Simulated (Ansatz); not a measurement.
The relaxed structure here is a generated cell of TaRu: the first start was made by a random draw of sites in a space group, and the end was not matched to a known phase here, so it may be hypothetical.

A relaxed cell of TaRu (Immm (No. 71)), relaxed on a k-mesh at least as fine as the one used below. Method: PBEsol (plane waves to 420 eV, PAW, scalar-relativistic; Ansatz, a quantum-chemistry and plane-wave program). Γ-centred k-mesh 10×7×13 on the run's cell (coarser than for final values), Fermi–Dirac smearing 0.05 eV.

```yaml
crystal:
  lattice:
    - [-1.48803, 2.22299, 2.49153]
    - [2.97606, -4.44597, 4.98306]
    - [1.48803, 2.22299, -2.49153]
  atoms:
    - { symbol: Ru, position: [0.50000, 0.00000, 0.50000] }
    - { symbol: Ru, position: [0.50000, 0.50000, 0.50000] }
    - { symbol: Ta, position: [0.00000, 0.25000, 0.50000] }
    - { symbol: Ta, position: [0.00000, 0.75000, 0.50000] }
```

The atoms are displaced by (Å):

```
atom      ux      uy      uz
----  ------  ------  ------
Ru1   -0.122   0.018  -0.019
Ru2    0.094   0.060   0.146
Ta3    0.107   0.016   0.087
Ta4    0.014  -0.009   0.107
```

Q: What forces (eV/Å) and pressure result?

A: 
| atom | Fx | Fy | Fz |
|---|---|---|---|
| Ru1 | 1.64 | -0.15 | 1.00 |
| Ru2 | -1.25 | -0.55 | -0.62 |
| Ta3 | -0.97 | 0.17 | 0.00 |
| Ta4 | 0.58 | 0.53 | -0.39 |

Pressure +2.9 GPa.

Q: Estimate the energy cost of the displacement in the harmonic approximation and compare with the calculation.

A: For a harmonic well ΔE = −½ Σ F·u = 0.300 eV a cell, or 75 meV/atom. The calculated energy relative to the undisplaced cell is +0.08 eV/atom, so the harmonic estimate holds well.

The undisplaced cell is probably no minimum: from this displacement the run went on to P4/mmm (No. 123), 0.54 eV/atom below it.

No spin polarisation in the result.
